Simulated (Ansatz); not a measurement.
MoPt$_{3}$ in space group Pmm2 (No. 25; Mo on 1a, Pt on 1d, Pt on 1c, Pt on 1b) at seven volumes, r²SCAN in the plane-wave PAW code Ansatz, shape and atoms relaxed at each. One row is withheld.

```csv
V (Å³/atom),P (GPa)
13.866,33.92
14.324,20.50
14.781,9.32
15.238,0.01
15.695,-7.73
16.152,?
16.609,-19.41
```

Task: Fit the shown pressures and predict the withheld one.

Result: Third-order Birch–Murnaghan: P = (3/2)B₀(x^(7/2) − x^(5/2))[1 + (3/4)(B′ − 4)(x − 1)] with x = (V₀/V)^(2/3). Least squares on the six rows gives V₀ = 15.239 Å³/atom, B₀ = 281.7 GPa, B′ = 5.16. At V = 16.152, x = 0.9620 and P = -14.11 GPa. The run itself gave -14.13 GPa.

The workflow started from a Materials Project entry (that database holds measured and hypothetical structures alike); the Crystallography Open Database copy checked does not list it. With Mo and Pt taken as one species the cell has the higher symmetry P6_3/mmc, so it may be an ordered model of a mixed-site phase. Its standing as an ambient phase is unchecked. Symmetry was held in the r²SCAN relaxation; whether a distortion lowers the energy is not shown. The run is not spin-polarised. Spin–orbit coupling is left out wherever it is not named.

Potentials: the later of the program's two PAW sets.
